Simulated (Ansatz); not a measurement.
### Question
Each is relaxed and computed with plane-wave PAW r²SCAN (Ansatz code). Which is the only metal?
A) Si3N4, P6_3/m (Si on 6h, N on 2c, N on 6h)
B) SiO2, P6_322 (Si on 4f, O on 6g, O on 2c)
C) MnAuO2, P-1 (Mn on 1h, Au on 1c, O on 2i)
D) CaSi2Au2, I4/mmm (Ca on 2a, Si on 4e, Au on 4d)

### Answer
D, CaSi2Au2, I4/mmm (Ca on 2a, Si on 4e, Au on 4d). CaSi2Au2: metal; SiO2: gap 6.17 eV (indirect); Si3N4: gap 4.99 eV (indirect); MnAuO2: gap 0.48 eV (indirect). Spin orders computed, not proven ground states: MnAuO2, P-1 (Mn on 1h, Au on 1c, O on 2i) antiferromagnetic. Not the usual ambient phase: SiO2, P6_322 (Si on 4f, O on 6g, O on 2c). Standing as an ambient phase not checked: CaSi2Au2, I4/mmm (Ca on 2a, Si on 4e, Au on 4d); MnAuO2, P-1 (Mn on 1h, Au on 1c, O on 2i). Perhaps ordered models of mixed-site phases: MnAuO2, P-1 (Mn on 1h, Au on 1c, O on 2i). All cells were relaxed under the symmetry of their starts (and spin orders); stability against distortions was not tested throughout. Cells of antiferromagnets are given as chemical subcells. No Hubbard U is applied. Spin–orbit coupling is left out wherever it is not named.

Potentials: the later of the program's two PAW sets.
